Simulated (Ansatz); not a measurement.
BAs (zinc blende, space group No. 216), the program Ansatz at the LDA level (PAW), all energies at zero smearing, with the estimated change up to a 700 eV cutoff added, with one set of potentials and settings (totals compare only within such a set). Cell of 2 atoms (1 B, 1 As): -4923.537 eV.

```csv
element,reference phase,E (eV/atom)
B,"R-3m, 12 atoms in the cell",-149.7761
As,"R-3m, 2 atoms in the cell",-4773.6775
```

Formation energy per atom, worked out: (-4923.537 − 1×(-149.7761) − 1×(-4773.6775))/2 = -0.042 eV/atom (-4 kJ per mol of atoms), at 0 K, without zero-point energy or fitted corrections.

Space group F-43m (zinc blende). The cell was relaxed with LDA under the symmetry of its start. The references are the lowest solids computed at this level, not always the standard phases.

Potentials: the earlier of the program's two PAW sets. The files were generated under PBE; for other functionals the program regenerates the frozen cores, and for LDA and PBEsol the local potential too.
